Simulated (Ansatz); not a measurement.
## Ga (alpha)

Computed with Ansatz (plane waves, PAW, 420 eV cutoff): PBE with spin–orbit coupling, two-component spinors, Γ-centred 10×10×10 mesh, 0.05 eV Gaussian smearing. The datasets are Ansatz's generated set soft_2.

```
Ga
1.0
     2.29113   -3.86931    0.00000
     2.29113    3.86931    0.00000
     0.00000    0.00000    4.58097
Ga
4
Cartesian
  2.2911 1.2100 2.6690
  2.2911 -1.2100 1.9120
  2.2911 -2.6593 4.2025
  2.2911 2.6593 0.3785
```

The cell is relaxed to zero pressure at this level.

```json
{
  "Space group": "Cmce (No. 64)",
  "Volume": "20.31 Å³/atom"
}
```

Estimate the band gap at this level of theory (PBE+SOC).

zero (metallic).

What does PBE+SOC give for the site spin moments?

none.

**The experiment.** The Crystallography Open Database holds a cell as deposited of orthorhombic Ga (space group Cmce), temperature not stated (1963): axes, shortest first, 4.511, 4.517, 7.645 Å, 19.47 Å³/atom.

**Comparison.** The computed cell (4.581, 4.582, 7.739 Å, 20.31 Å³/atom) differs from the database's by +4.3 % in volume, about +1.4 % in length. PBE usually overestimates volumes by a few per cent.
